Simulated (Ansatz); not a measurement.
# Ba₂Cd: electron density at the nuclei under pressure

```xyz
3
Lattice="-2.1360 2.1360 7.6000 2.1360 -2.1360 7.6000 2.1360 2.1360 -7.6000" Properties=species:S:1:pos:R:3 pbc="T T T"
Ba    0.0000    0.0000    5.6240
Ba    0.0000    0.0000    9.5760
Cd    0.0000    0.0000    0.0000
```

Atom numbers follow the list: Ba1, Ba2, Cd3.

The cell is COD entry 1542138, as deposited and not checked against the literature; nothing was relaxed.

Spin–orbit coupling is left out, though it moves levels of the heavy atoms by tenths of an eV or more.

Computed with DFT, PBEsol, all-electron PAW with datasets made for the crystal, scalar-relativistic in Ansatz 0.2.0.

Sampling and basis: a Γ-centred 14×14×14 k mesh, Fermi–Dirac smearing of 0.05 eV, cutoff 240 eV (chosen by the program for this cell), no spin polarisation.

The contact density is the mean electron density over the nuclear volume; its changes follow the s electrons' response to bonding and compression. Changes below are taken from the unscaled cell, where it is 2.06229e+06 e/Å³ at Ba1, 1.03443e+06 e/Å³ at Cd3.

| V/V(cell) | P (GPa) | Δρ(0) Ba1 (e/Å³) | Δρ(0) Cd3 (e/Å³) |
| --- | --- | --- | --- |
| 0.9400 | 0.2 | 1.59 | 2.79 |
| 0.9600 | -0.2 | 1.03 | ? |
| 0.9800 | -0.5 | 0.50 | 0.87 |
| 0.9900 | -0.7 | ? | 0.43 |
| 1.0000 | -0.8 | 0.00 | 0.00 |
| 1.0100 | -1.0 | ? | -0.41 |
| 1.0200 | -1.1 | -0.47 | -0.81 |
| 1.0400 | -1.3 | -0.92 | -1.56 |
| 1.0600 | -1.5 | -1.34 | -2.25 |

Problem. Fill in "Δρ(0) Cd3 (e/Å³)" for the row "0.9600".

Solution. 1.80.

Problem. Fill in "Δρ(0) Ba1 (e/Å³)" for the row "1.0100".

Solution. -0.24.

Problem. Fill in "Δρ(0) Ba1 (e/Å³)" for the row "0.9900".

Solution. 0.25.

The datasets are made afresh for each cell, so very small changes are uncertain. Scalar relativity leaves out the p1/2 density at heavy nuclei.
